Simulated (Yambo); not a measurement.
Absorption of LaCN2Cl (space group P2_1/m, No. 11) with and without the electron-hole interaction (Yambo, PBEsol bands; 4×4×2 mesh, 16 valence and 28 conduction bands, static screening with 92 bands and a 3 Ry block, scissor 3.38 eV, Tamm-Dancoff; field along x). Axes are Cartesian, with cell vectors (Å) (5.36, 0.00, 0.00), (0.00, 4.04, 0.00), (-1.37, 0.00, 7.51).

```csv
E (eV),"Im ε, BSE","Im ε, independent quasiparticles"
5.02,0.34,0.17
5.12,0.39,0.18
5.22,0.46,0.19
5.32,0.54,0.21
5.42,0.66,0.23
5.52,0.83,0.25
5.62,1.10,0.28
5.72,1.57,0.31
5.82,2.50,0.34
5.92,4.20,0.39
6.02,5.32,0.44
6.12,5.22,0.51
6.22,6.12,0.61
6.33,7.09,0.74
6.43,6.85,0.93
6.53,6.44,1.24
6.63,6.28,1.78
6.73,6.02,2.79
6.83,5.72,4.51
6.93,5.62,6.44
7.03,6.13,7.21
7.13,7.23,7.48
7.23,8.31,7.54
7.33,9.25,6.93
7.43,8.92,6.53
7.53,8.12,6.49
7.63,8.01,7.01
7.73,8.98,7.41
7.83,10.4,7.65
7.93,10.7,7.92
8.03,10.2,7.53
8.13,9.77,7.18
8.23,9.50,7.51
8.33,8.97,7.87
8.43,8.66,8.44
8.53,8.42,9.33
8.63,8.22,9.69
8.73,7.74,10.4
8.84,7.07,11.1
8.94,6.82,12.3
9.04,6.52,12.5
9.14,6.30,11.3
9.24,5.69,9.45
9.34,5.27,8.38
9.44,5.24,8.30
9.54,4.97,8.48
9.64,4.65,8.09
9.74,4.04,7.35
9.84,3.88,6.94
9.94,3.69,7.16
10.04,3.76,7.51
10.14,3.65,7.33
10.24,3.75,6.71
10.34,3.52,6.39
10.44,3.39,6.10
10.54,3.18,5.71
10.64,3.40,5.45
10.74,3.35,5.44
10.84,3.53,5.45
10.94,3.53,5.33
11.04,3.83,5.05
11.14,3.74,4.74
11.24,3.76,4.52
11.35,3.66,4.65
11.45,3.69,4.94
11.55,3.37,5.05
```

The scissor comes from a G0W0 run whose convergence isn't established. Broadening 0.15 eV. The band window holds all transitions up to 11.6 eV. Fine structure above the onset can come from the mesh.

The 4f states are in the valence at their DFT position.

Geometry of the Materials Project entry, not relaxed at this level; primitive cell a = 5.3636 Å, b = 4.0385 Å, c = 7.6298 Å, α = 90.00°, β = 100.34°, γ = 90.00°.
